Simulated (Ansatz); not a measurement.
WSi$_{2}$ (MoSi2 type, space group I4/mmm)

```xyz
3
Lattice="-1.6061 1.6061 3.9029 1.6061 -1.6061 3.9029 1.6061 1.6061 -3.9029" Properties=species:S:1:pos:R:3 pbc="T T T"
W      0.0000     0.0000     0.0000
Si     0.0000     0.0000     2.6139
Si     0.0000     0.0000     5.1919
```

In this cell atom 1 (W, nearest neighbour Si at 2.612 Å; its periodic images, 3.2 Å or more away, move with it) is moved by u·(0.707, 0.707, 0.000) + v·(0.000, 0.000, 1.000); the rest is frozen.

Calculation: r2SCAN (plane waves to 500 eV, PAW, scalar-relativistic; Ansatz, an electronic-structure program). k mesh 16×16×16 (Γ-centred), Fermi-Dirac smearing 0.05 eV. Energies are smeared free energies. With partly filled bands, energies and forces of such displacements shift with the k mesh and the smearing. Spin-orbit coupling is left out, though W is heavy. The PAW data are Ansatz's earlier set. WSi2 is run without spin polarisation. WSi2 was relaxed with its symmetry unable to fall. The last digit holds for this mesh only.

Changes of ΔE (meV/cell) from the point u = 0.000 Å, v = 0.000 Å when one coordinate moves alone (two changes are said to add if the coupling is within 5 % of the smaller one, nearly so within 20 %):

```
point                      change
-------------------------  ------
u = 0.000 Å, v = -0.390 Å  1271.8
u = 0.000 Å, v = -0.195 Å   297.9
u = -0.390 Å, v = 0.000 Å  1017.2
u = -0.195 Å, v = 0.000 Å   222.4
u = 0.195 Å, v = 0.000 Å    222.4
u = 0.390 Å, v = 0.000 Å   1017.2
u = 0.000 Å, v = 0.195 Å    297.9
u = 0.000 Å, v = 0.390 Å   1271.8
```

### Question
What is the change at u = -0.195 Å, v = -0.390 Å, where both move, and how far is it from the sum?

### Answer
The sum of the single changes is 222.4 + (1271.8) = 1494.2; the calculation gives 1546.3, so the coupling contributes 52.1 (over 20 % of the smaller single change, not additive).

### Question
Do the two effects add at u = -0.195 Å, v = -0.195 Å? Give the computed change.

### Answer
The sum of the single changes is 222.4 + (297.9) = 520.3; the calculation gives 535.3, so the coupling contributes 15.0 (under 20 % of the smaller single change, nearly additive).

### Question
What is the change at u = -0.390 Å, v = -0.390 Å, where both move, and how far is it from the sum?

### Answer
The sum of the single changes is 1017.2 + (1271.8) = 2289.0; the calculation gives 2541.2, so the coupling contributes 252.2 (over 20 % of the smaller single change, not additive).

(A displaced cell: forces are minus the slopes of the energy, force constants its curvatures, and phonons follow from these.)
